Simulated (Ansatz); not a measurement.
**Structures of Rb2Nb: which is lowest?**

Plane-wave DFT in Ansatz with scalar-relativistic PAW potentials, cutoff 420 eV, Γ-centred meshes chosen by cell and gap, Gaussian smearing with energies taken to zero width. Every cell was relaxed (cell and atoms) in a run of its own, within the symmetry of its start. Functional: PBE.

Relaxed structures (starts from databases or built by putting these elements on another compound's sites):
A. P6/mmm, 3 atoms in the computed cell, a = 6.705 Å, c = 3.028 Å; sites (symmetry × multiplicity) Rb -6m2 × 2, Nb 6/mmm × 1; start: built
B. I4/mmm, 3 atoms in the computed cell, a = 3.305 Å, c = 21.417 Å; sites (symmetry × multiplicity) Rb 4mm × 4, Nb 4/mmm × 2; start: built

Q: Rank them by energy. Could pressure change the order?

A:
| structure | group | E − E(lowest) (meV/atom) | V (Å³/atom) | gap on mesh (eV) |
| --- | --- | --- | --- | --- |
| B | I4/mmm | 0.0 | 38.99 | 0.00 |
| A | P6/mmm | 132 | 39.30 | 0.00 |

B is lowest, 132 meV/atom under A. The lowest is also the densest of these, so pressure wouldn't bring one of the others in at first order. Other structures may lie lower than all of these, and vibrations aren't counted.